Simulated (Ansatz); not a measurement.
Given:

Pd:
```yaml
crystal:
  lattice:
    - [0.00000, 2.87038, 2.87038]
    - [2.87038, 0.00000, 2.87038]
    - [2.87038, 2.87038, 0.00000]
  atoms:
    - { symbol: Pd, position: [0.00000, 0.00000, 0.00000] }
    - { symbol: Pd, position: [0.25000, 0.25000, 0.25000] }
```

This is the r²SCAN-relaxed structure.

### Question
All from DFT-r²SCAN in the program Ansatz with PAW potentials, unless another level is named. Estimate the density of states at the Fermi level.

### Answer
4.2 states/eV per atom (mean over ±0.08 eV).

### Question
Next, the gap with spin–orbit coupling?

### Answer
none (metallic).

Space group Fd-3m (diamond). The start of the workflow was typed in or built on a structure type; neither database checked (COD, Materials Project) lists it. It is not the phase usual at ambient conditions (space group No. 225). The r²SCAN relaxation kept the symmetry of its start. At this level the phase is mechanically unstable. The run is not spin-polarised. Spin–orbit coupling is left out wherever it is not named.

Potentials: the earlier of the program's two PAW sets.
